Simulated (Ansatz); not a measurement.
Crystals in the bcc lattice, computed with PBE in Ansatz (plane-wave DFT, scalar-relativistic, harmonic phonons, no LO–TO term at Γ; smeared occupations, about 0.1 eV; no spin; PAW, where unfrozen means all-electron datasets; each on its own modest k mesh, which can be coarse for ε∞).

One of them, on the k mesh 8×8×8 in its relaxed cell of 63.3 Å³ an atom, gives lowest mode at q = [0.5, -0.5, 0.5] (cm⁻¹) 73; top mode at q = [0.5, -0.5, 0.5] (cm⁻¹) 73 (phonons by finite displacements).

Caveats: coarse k mesh.

**Question.** Which crystal is it?
A. Li
B. Rb
C. Ba
D. Na

**Answer.** C. It is Ba. The others give, for the lowest mode at q = [0.5, -0.5, 0.5] in cm⁻¹: Li 329 on 8×8×8, Na 122 on 8×8×8, Rb 44 on 8×8×8.
